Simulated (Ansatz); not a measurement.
SrGeO3 in space group C2/c (No. 15; Pearson symbol mS60), PBEsol in the plane-wave PAW code Ansatz, all energies at zero smearing, with the estimated change up to a 700 eV cutoff added, with one set of potentials and settings (totals compare only within such a set). Cell of 30 atoms (6 Sr, 6 Ge, 18 O): -56594.774 eV.

```csv
element,reference phase,E (eV/atom)
Sr,"Fm-3m, 1 atoms in the cell",-3492.2134
Ge,"Fd-3m, 2 atoms in the cell",-4253.4978
O,"C2/m, 4 atoms in the cell, spin-polarised",-558.3554
```

Formation energy per atom, worked out: (-56594.774 − 6×(-3492.2134) − 6×(-4253.4978) − 18×(-558.3554))/30 = -2.337 eV/atom (-225 kJ per mol of atoms), at 0 K, without zero-point energy or fitted corrections.

The first step of the workflow began from a Materials Project structure, measured or hypothetical; the Crystallography Open Database files this formula in space group No. 15, but the cells were not matched. Whether it is the stable phase at ambient conditions was not checked. The PBEsol relaxation kept the symmetry of its start; whether a distortion lowers the energy is not shown. The references are the lowest solids computed at this level, not always the standard phases (solids in place of the gases).

Potentials: the later of the program's two PAW sets.
